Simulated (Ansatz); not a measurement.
SrAlO2F:
```cif
data_AlFO2Sr
_chemical_formula_sum 'Sr1 Al1 O2 F1'
_space_group_name_H-M_alt 'P 1'
_space_group_IT_number 1
_cell_length_a 3.77881
_cell_length_b 3.77881
_cell_length_c 3.82066
_cell_angle_alpha 90.000
_cell_angle_beta 90.000
_cell_angle_gamma 90.000
loop_
_space_group_symop_operation_xyz
  'x, y, z'
loop_
_atom_site_label
_atom_site_type_symbol
_atom_site_fract_x
_atom_site_fract_y
_atom_site_fract_z
_atom_site_occupancy
Sr1 Sr 0.50000 0.50000 0.50000 1
Al1 Al 0.00000 0.00000 0.00000 1
O1 O 0.50000 0.00000 0.00000 1
O2 O 0.00000 0.50000 0.00000 1
F1 F 0.00000 0.00000 0.50000 1
```

Relaxed with r²SCAN. Plane-wave PAW r²SCAN (Ansatz code) gives a gap of 4.35 eV.

Q: What gap does HSE06 give on the same cell (Ansatz, PAW)?

A: 5.37 eV, 1.01 eV more. The hybrid was solved on a coarser mesh and at special points; the gap given is the minimum over both.

```tsv
k	v1 r²SCAN	c1 r²SCAN	v1 HSE06	c1 HSE06
Γ	-0.91	4.35	-0.92	5.37
Z	-1.27	6.92	___	___
M	-0.11	7.08	-0.12	8.31
A	0.00	5.21	___	___
R	-1.88	7.66	___	___
X	-1.95	6.26	___	___
```

Q: Top valence (v1) and lowest conduction level (c1) in eV from each method's valence maximum (which need not be a listed point): supply the withheld HSE06 values.

A: 
- Z, v1 HSE06: -1.29
- Z, c1 HSE06: 8.11
- R, v1 HSE06: -1.98
- R, c1 HSE06: 8.94
- X, v1 HSE06: -2.06
- X, c1 HSE06: 7.42
- A, v1 HSE06: 0.00
- A, c1 HSE06: 6.26

Cost on shared cores: the r²SCAN run (SCF on a 7×7×7 mesh, then bands and DOS) roughly 40 core-seconds, the HSE06 run (SCF on 4×4×4, then a few points) roughly 60 core-seconds; the tasks are unlike.

Space group P4/mmm. The start of the workflow was typed in or built on a structure type; neither database checked (COD, Materials Project) lists it. Its standing as an ambient phase is unchecked. Symmetry was held in the r²SCAN relaxation; its stability against distortions is not shown here. Spin–orbit coupling is left out wherever it is not named.

Potentials: the earlier of the program's two PAW sets. The files were generated under PBE; for other functionals the program regenerates the frozen cores, and for LDA and PBEsol the local potential too.
